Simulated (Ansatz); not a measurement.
Cu (dhcp (α-La type), P6_3/mmc) under volume change, the program Ansatz at the LDA level (PAW), shape and atoms relaxed at each volume.

| V (Å³/atom) | E − E(relaxed) (meV/atom) | P (GPa) |
|---|---|---|
| 9.906 | 62.0 | 22.32 |
| 10.233 | 25.8 | 13.50 |
| 10.559 | 6.0 | 6.13 |
| 10.886 | 0.0 | -0.03 |
| 11.213 | 5.5 | -5.18 |
| 11.539 | 20.5 | -9.48 |
| 11.866 | 43.6 | -13.06 |

### Question
What does a third-order Birch–Murnaghan fit give for V₀, B₀ and B′?

### Answer
V₀ = 10.88 Å³/atom, B₀ = 187 GPa, B′ = 5.0.

The first step of the workflow began from a Materials Project structure, measured or hypothetical; the Crystallography Open Database copy checked does not list it. It is not the phase usual at ambient conditions (space group No. 225). Symmetry was held in the LDA relaxation; whether a distortion lowers the energy is not shown. The run is not spin-polarised.

Potentials: the earlier of the program's two PAW sets. The files were generated under PBE; for other functionals the program regenerates the frozen cores, and for LDA and PBEsol the local potential too.
